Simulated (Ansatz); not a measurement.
The calculation used DFT, m-r2SCAN, plane waves (500 eV) with PAW, scalar-relativistic in Ansatz 0.2.0. The PAW files were generated under PBE, with cores re-solved for the functional.

An element in the simple cubic structure gives this curve. The cell is scaled uniformly from the relaxed one, with fractional coordinates and shape fixed. Energies are extrapolated to zero smearing, pressures are those at the given smearing. Magnetic state: non-magnetic.

| V (Å³/atom) | E − E₀ (meV/atom) | P (GPa) |
| --- | --- | --- |
| 13.957 | 185.0 | 35.65 |
| 14.591 | 74.8 | 20.81 |
| 15.226 | 16.9 | 9.14 |
| 15.860 | 0.0 | -0.03 |
| 16.495 | 15.3 | -7.22 |
| 17.129 | 56.0 | -12.86 |
| 17.763 | 116.3 | -17.24 |

(1) Which element is it?
A. palladium
B. rhodium
C. iron
D. iridium

## Answers

(1) B. Its fit is V₀ = 15.85 Å³/atom, B₀ = 203 GPa, B₀′ = 5.0.

m-r²SCAN is r²SCAN on the gauge-invariant kinetic-energy density; without spin polarisation the two are equal.
